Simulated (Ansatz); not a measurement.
A: InAs (zinc blende), a = b = c = 6.1863 Å, α = β = γ = 90.00°
B: SnTe (rock salt), a = 6.4092 Å, b = 6.4092 Å, c = 6.4092 Å, α = 90.00°, β = 90.00°, γ = 90.00°
C: AlRu (CsCl type), a = b = c = 3.0037 Å, α = β = γ = 90.00°
D: Mg2Sn (antifluorite type, space group Fm-3m), a = 6.8161 Å, b = 6.8161 Å, c = 6.8161 Å, α = 90.00°, β = 90.00°, γ = 90.00°

Scan: energy over volume and axial ratio (atoms clamped). All come from one method, each on a k mesh of its own. AlRu is run without spin polarisation. All were relaxed with their symmetry unable to fall. At this level the bands of InAs touch or barely overlap; measurements give the solid a gap. At this level the bands of Mg2Sn touch or barely overlap; measurements give the solid a gap. Spin-orbit coupling is left out.

**Question.** Order them by shear modulus C′ = (C11 − C12)/2 (fitted) (highest first) at the level PBE (plane waves to 420 eV, PAW, scalar-relativistic; Ansatz, a quantum-chemistry and plane-wave program).

**Answer.** C (86 GPa), B (56 GPa), D (22 GPa), A (16 GPa)

(Under strain, the slope of the energy per volume gives the stress and its curvature an elastic modulus.)
